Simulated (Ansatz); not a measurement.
A relaxation computed with Ansatz, from input to last step.

```yaml
crystal:
  lattice:
    - [6.7824171538, 0.0, 0.0]
    - [-3.3912085769, 5.8737455542, 0.0]
    - [0.0, 0.0, 3.9979461875]
  atoms:
    - { symbol: Sc, position: [0.0, 0.5766943254, 0.0] }
    - { symbol: Sc, position: [0.4233056746, 0.4233056746, 0.0] }
    - { symbol: Sc, position: [0.5766943254, 0.0, 0.0] }
    - { symbol: Ge, position: [0.3333333333, 0.6666666667, 0.5] }
    - { symbol: Ge, position: [0.6666666667, 0.3333333333, 0.5] }
    - { symbol: Ge, position: [0.0, 0.0, 0.0] }
    - { symbol: Pd, position: [0.0, 0.2481327333, 0.5] }
    - { symbol: Pd, position: [0.7518672667, 0.7518672667, 0.5] }
    - { symbol: Pd, position: [0.2481327333, 0.0, 0.5] }
basis:
  ecutwfc: 420
kpoints:
  mp_grid: { grid: [6, 6, 10] }
hamiltonian:
  xc: pbesol
scf:
  occupations: { method: gaussian, width: 0.1 }
output:
  forces: true
  stress: true
  eigenvalues: true
relax:
  adjacent_minimum: "off"
  f_tol: 0.01
  max_steps: 30
  cell: { stress_tol: 0.1, fix: [volume] }
```

```bash
ansatz run input.yaml --threads 2 --pin off --max-ram 5120MiB --backend cpu --events-out ev --progress --plain --runs-dir out
```

Computed with DFT PBEsol, scalar-relativistic, plane waves, PAW (Ansatz 0.2.0).

The volume is held at 1.06 times that of the relaxed cell.

Of 3 frames 3 are shown, positions in Å and forces in eV/Å; the SCF threshold varies from step to step. Steps run on the plane waves of an earlier cell, with a Pulay correction in the pressure. The basis is chosen afresh for the last frame, the zero of the energies, and at times for earlier ones too; energy and pressure step there, also at an unchanged geometry.

```xyz
9
Lattice="6.7824 0.0000 0.0000 -3.3912 5.8737 0.0000 0.0000 0.0000 3.9979" Properties=species:S:1:pos:R:3:forces:R:3 pbc="T T T" step=1 free_energy_over_end_meV_per_atom=0.00 pressure_GPa=-6.90
Sc   -1.9557    3.3874    0.0000    0.0000    0.0000    0.0000
Sc    1.4355    2.4864    0.0000    0.0000    0.0000    0.0000
Sc    3.9114    0.0000    0.0000    0.0001    0.0000    0.0000
Ge    0.0000    3.9158    1.9990    0.0000    0.0000    0.0000
Ge    3.3912    1.9579    1.9990    0.0000    0.0000    0.0000
Ge    0.0000    0.0000    0.0000    0.0000    0.0000    0.0000
Pd   -0.8415    1.4575    1.9990    0.0076   -0.0132    0.0000
Pd    2.5497    4.4163    1.9990    0.0076    0.0132    0.0000
Pd    1.6829    0.0000    1.9990   -0.0153    0.0000    0.0000
9
Lattice="6.7812 0.0000 0.0000 -3.3906 5.8727 0.0000 0.0000 0.0000 3.9994" Properties=species:S:1:pos:R:3:forces:R:3 pbc="T T T" step=2 free_energy_over_end_meV_per_atom=0.00 pressure_GPa=-6.90
Sc   -1.9550    3.3861    0.0000   -0.0004    0.0007    0.0000
Sc    1.4356    2.4865    0.0000   -0.0004   -0.0007    0.0000
Sc    3.9100    0.0000    0.0000    0.0008    0.0000    0.0000
Ge    0.0000    3.9151    1.9997    0.0000    0.0000    0.0000
Ge    3.3906    1.9576    1.9997    0.0000    0.0000    0.0000
Ge    0.0000    0.0000    0.0000    0.0000    0.0000    0.0000
Pd   -0.8404    1.4555    1.9997   -0.0019    0.0032    0.0000
Pd    2.5502    4.4172    1.9997   -0.0019   -0.0032    0.0000
Pd    1.6807    0.0000    1.9997    0.0037    0.0000    0.0000
9
Lattice="6.7812 0.0000 0.0000 -3.3906 5.8727 0.0000 0.0000 0.0000 3.9994" Properties=species:S:1:pos:R:3:forces:R:3 pbc="T T T" step=3 free_energy_over_end_meV_per_atom=0.00 pressure_GPa=-6.90
Sc   -1.9550    3.3861    0.0000   -0.0004    0.0007    0.0000
Sc    1.4356    2.4865    0.0000   -0.0004   -0.0007    0.0000
Sc    3.9100    0.0000    0.0000    0.0008    0.0000    0.0000
Ge    0.0000    3.9151    1.9997    0.0000    0.0000    0.0000
Ge    3.3906    1.9576    1.9997    0.0000    0.0000    0.0000
Ge    0.0000    0.0000    0.0000    0.0000    0.0000    0.0000
Pd   -0.8404    1.4555    1.9997   -0.0019    0.0032    0.0000
Pd    2.5502    4.4172    1.9997   -0.0019   -0.0032    0.0000
Pd    1.6807    0.0000    1.9997    0.0037    0.0000    0.0000
```

The run took 40 s on 2 threads of Intel(R) Xeon(R) 6975P-C (Granite Rapids), on a shared host, peak memory 0.78 GiB.